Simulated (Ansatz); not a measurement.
**Question.** Each is relaxed and computed with the program Ansatz at the HSE06 level (PAW). Which alone has a direct gap?
A) BN, wurtzite
B) AlN, P6_3mc (Al on 2a, Al on 2b, N on 2a, N on 2b)
C) GaN, zinc blende
D) GaP, P6_222 (Ga on 3c, P on 3d)

**Answer.** C, GaN, zinc blende. GaN: gap 3.00 eV (direct); BN: gap 6.52 eV (indirect); GaP: gap 0.95 eV (indirect); AlN: gap 5.31 eV (indirect). Constructed cells (a structure type filled with these elements, in neither database checked): GaP, P6_222 (Ga on 3c, P on 3d). Not the usual ambient phase: GaP, P6_222 (Ga on 3c, P on 3d); AlN, P6_3mc (Al on 2a, Al on 2b, N on 2a, N on 2b). All cells were relaxed under the symmetry of their starts (and spin orders); stability against distortions was not tested throughout. Scalar-relativistic: spin–orbit coupling is off unless named, which matters more the heavier the elements.

Potentials: the later of the program's two PAW sets.
